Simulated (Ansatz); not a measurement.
KMgF3:
```xyz
5
Lattice="3.9837 0.0000 0.0000 0.0000 3.9837 0.0000 0.0000 0.0000 3.9837" Properties=species:S:1:pos:R:3 pbc="T T T"
K      1.9918     1.9918     1.9918
Mg     0.0000     0.0000     0.0000
F      0.0000     1.9918     0.0000
F      1.9918     0.0000     0.0000
F      0.0000     0.0000     1.9918
```

Relaxed with r²SCAN. Special points in fractions of this cell's reciprocal vectors: Γ (0.000, 0.000, 0.000); X (0.000, 0.500, 0.000); M (0.500, 0.500, 0.000); R (0.500, 0.500, 0.500).

### Question
List the band energies nearest the valence-band maximum at these points for plane-wave PAW r²SCAN (Ansatz code).

### Answer
In eV from the valence-band maximum; about four levels below and three above (degenerate sets whole), none deeper than 8.9 eV; points with the same levels are listed once.

```
k                                below                    above
-  -----------------------------------  -----------------------
Γ  -0.64 -0.64 -0.64 -0.31 -0.31 -0.31         8.29 10.86 10.86
X              -0.86 -0.86 -0.53 -0.53        11.03 11.53 11.91
M        -1.04 -1.04 -0.89 -0.89 -0.02  11.91 12.56 13.69 13.69
R           -1.10 -1.10 0.00 0.00 0.00        11.41 11.41 11.41
```

Space group Pm-3m (cubic perovskite). The r²SCAN relaxation kept the symmetry of its start.

Potentials: the earlier of the program's two PAW sets. The files were generated under PBE; for other functionals the program regenerates the frozen cores, and for LDA and PBEsol the local potential too.
